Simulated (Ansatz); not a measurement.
Given:

BP:
```xyz
4
Lattice="3.1803 0.0000 0.0000 -1.5902 2.7542 0.0000 0.0000 0.0000 7.8713" Properties=species:S:1:pos:R:3 pbc="T T T"
B      0.0000     1.8362     1.9678
P      1.5902     0.9181     1.9678
P      0.0000     1.8362     5.9035
B      1.5902     0.9181     5.9035
```

This is the LDA-relaxed structure.

Task: All from plane-wave PAW LDA (Ansatz code), unless another level is named. Give the band gap.

Result: 0.55 eV (indirect).

Task: And the valence-band maximum?

Result: on the K–Γ line, 12 % of the way from K.

Task: Predict the weight of the valence-edge state by species (Voronoi cells).

Result: P 85 %, B 15 %.

Space group P6_3/mmc. The start of the workflow was typed in or built on a structure type; neither database checked (COD, Materials Project) lists it. It is not the phase usual at ambient conditions (space group No. 216). Symmetry was held in the LDA relaxation; of distortions, only those at the zone centre were tested, and some modes there are weakly imaginary. A crystal of weakly bound layers computed without a dispersion correction: the cell and the soft elastic constants depend strongly on that.

Potentials: the earlier of the program's two PAW sets.
